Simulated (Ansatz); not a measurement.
# Equation of state of Sb from a dense series

```xyz
2
Lattice="2.1506 1.2416 3.7440 -2.1506 1.2416 3.7440 0.0000 -2.4833 3.7440" Properties=species:S:1:pos:R:3 pbc="T T T"
Sb    0.0000    0.0000    2.6242
Sb    0.0000    0.0000    8.6078
```

Atom numbers follow the list: Sb1, Sb2.

Structure: COD 9009654, as refined from experiment and not relaxed.

Spin–orbit coupling is left out, though it moves levels of the heavy atoms by tenths of an eV or more.

These are results of DFT, PBEsol, all-electron LAPW, scalar-relativistic (Ansatz 0.2.0), not measurements.

Sampling and basis: a Γ-centred 9×9×9 k mesh, Fermi–Dirac smearing of 0.05 eV, basis error target 0.5 meV/atom, no spin polarisation.

The cell is scaled evenly. Fractional coordinates are held (clamped ions).

```tsv
V (Å³/atom)	P (GPa)
28.193	4.61
28.493	3.82
28.793	3.07
29.243	2.01
29.393	1.68
29.693	1.04
29.993	0.43
30.293	-0.15
30.593	-0.70
30.743	-0.96
31.192	-1.72
31.792	-2.63
```

Q: Fit a third-order Birch–Murnaghan curve to the pressures.

A: P = (3B0/2)(y^(7/2) − y^(5/2))[1 + (3/4)(B0′ − 4)(y − 1)] with y = (V0/V)^(2/3) fits within 0.01 GPa for V0 = 30.214 Å³/atom, B0 = 57.5 GPa and B0′ = 4.22.

Q: Predict the pressure at the withheld volume, 31.492 Å³/atom.

A: There y = 0.9727, so the fit gives -2.19 GPa; the run gave -2.18 GPa.
